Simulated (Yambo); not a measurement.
Cs2CaH4: lowest vertical excitons

```xyz
7
Lattice="-2.3016 2.3016 7.7539 2.3016 -2.3016 7.7539 2.3016 2.3016 -7.7539" Properties=species:S:1:pos:R:3 pbc="T T T"
H      0.0000     0.0000    13.2046
H      0.0000     0.0000     2.3032
H      2.3016     0.0000     0.0000
H      0.0000     2.3016     0.0000
Ca     0.0000     0.0000     0.0000
Cs     0.0000     0.0000    10.0500
Cs     0.0000     0.0000     5.4578
```

The geometry is that of Materials Project entry mp-697133, symmetrised and not relaxed again.

BSE in Yambo on PBEsol (pw.x of Quantum ESPRESSO, ONCV potentials, no spin-orbit coupling) bands: 6×6×6 mesh, 4 valence and 9 conduction bands, static screening with 76 bands and a 3 Ry block, scissor 2.33 eV, Tamm-Dancoff; field along x.

| state | energy (eV) | states within 2 meV | relative strength | class | main transitions |
|---|---|---|---|---|---|
| 1 | 4.49 | 2 | 0.86 | strong | VB → CB (91 %) |
| 2 | 4.74 | 1 | < 0.01 | dark | VB → CB (91 %) |
| 3 | 4.74 | 1 | < 0.01 | dark | VB → CB (91 %) |
| 4 | 4.77 | 2 | < 0.01 | dark | VB → CB (95 %) |
| 5 | 4.77 | 2 | < 0.01 | dark | VB−1 → CB (82 %) |
| 6 | 4.91 | 2 | < 0.01 | dark | VB → CB (99 %) |

These are vertical excitations (zero momentum). The direct quasiparticle gap on this mesh is 5.17 eV; counted from there, state 1 is bound by 0.68 eV. On a 4×4×4 mesh the same difference is 0.80 eV, so it isn't converged.

Spin singlets only. Strengths are relative to the strongest of the lowest states of this run; strong means a line over 3 % of the spectrum's maximum, dark under 0.03 %. Absolute energies carry the error of the G0W0 scissor, whose convergence isn't established; the long-wavelength screening was taken along (1,1,1) although the crystal is anisotropic.

The structure is a Materials Project entry; no match was found in the copy of COD used, and its stability was not checked.
